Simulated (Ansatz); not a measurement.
**Mo: do energies and stresses tell the same story?**

Level of theory: Ansatz 0.2.0, DFT r2SCAN, scalar-relativistic, plane waves, PAW.

Cutoff 500 eV; k points 18×18×18 on the computed 1-atom cell (Γ-centred); Gaussian smearing, width 0.10 eV; no spin polarisation.

Relaxed cell: Im-3m, a = 3.150 Å, b = 3.150 Å, c = 3.150 Å, α = 90.00°, β = 90.00°, γ = 90.00°, 1 atom in the primitive cell.

Energies at zero smearing and pressures from the stress tensor, at volumes with shape and atoms relaxed:
```json
{"V (Å³/atom)": "13.759", "E − E(first) (meV/atom)": "0.00", "P (GPa)": "45.50"}
{"V (Å³/atom)": "14.228", "E − E(first) (meV/atom)": "-111.75", "P (GPa)": "31.21"}
{"V (Å³/atom)": "14.697", "E − E(first) (meV/atom)": "-184.63", "P (GPa)": "19.06"}
{"V (Å³/atom)": "15.166", "E − E(first) (meV/atom)": "-224.65", "P (GPa)": "8.76"}
{"V (Å³/atom)": "15.635", "E − E(first) (meV/atom)": "-236.95", "P (GPa)": "-0.01"}
{"V (Å³/atom)": "16.104", "E − E(first) (meV/atom)": "-225.63", "P (GPa)": "-7.53"}
{"V (Å³/atom)": "16.573", "E − E(first) (meV/atom)": "-193.92", "P (GPa)": "-14.00"}
{"V (Å³/atom)": "17.198", "E − E(first) (meV/atom)": "-124.70", "P (GPa)": "-21.21"}
```

Question: Check P = −dE/dV between neighbouring volumes, and get the bulk modulus from the pressures alone.

Answer: With 1 eV/Å³ = 160.2 GPa:
```json
{"middle V (Å³/atom)": "13.993", "−ΔE/ΔV (GPa)": "38.172", "mean P (GPa)": "38.354"}
{"middle V (Å³/atom)": "14.462", "−ΔE/ΔV (GPa)": "24.895", "mean P (GPa)": "25.133"}
{"middle V (Å³/atom)": "14.931", "−ΔE/ΔV (GPa)": "13.670", "mean P (GPa)": "13.907"}
{"middle V (Å³/atom)": "15.400", "−ΔE/ΔV (GPa)": "4.202", "mean P (GPa)": "4.374"}
{"middle V (Å³/atom)": "15.869", "−ΔE/ΔV (GPa)": "-3.867", "mean P (GPa)": "-3.769"}
{"middle V (Å³/atom)": "16.339", "−ΔE/ΔV (GPa)": "-10.832", "mean P (GPa)": "-10.765"}
{"middle V (Å³/atom)": "16.886", "−ΔE/ΔV (GPa)": "-17.732", "mean P (GPa)": "-17.604"}
```

The two differ by 0.24 GPa at most. The mean of two end pressures misses the average over a step by about ΔV² P″/12, up to 0.20 GPa here; with that taken off 0.11 GPa remains. The stress is the derivative of the free energy, not of the energy at zero smearing, and with free energies 0.02 GPa remains. Around V = 15.635 Å³/atom, the two neighbours give B = −V ΔP/ΔV = 15.635 × 16.29 / 0.938 = 271.5 GPa, against B0 = 270.7 GPa from the Birch–Murnaghan fit of the energies.

Cost: 9 runs of about 1.7 core-minutes in all, on Intel Xeon Platinum 8259CL (Skylake/Cascade Lake) (shared hosts).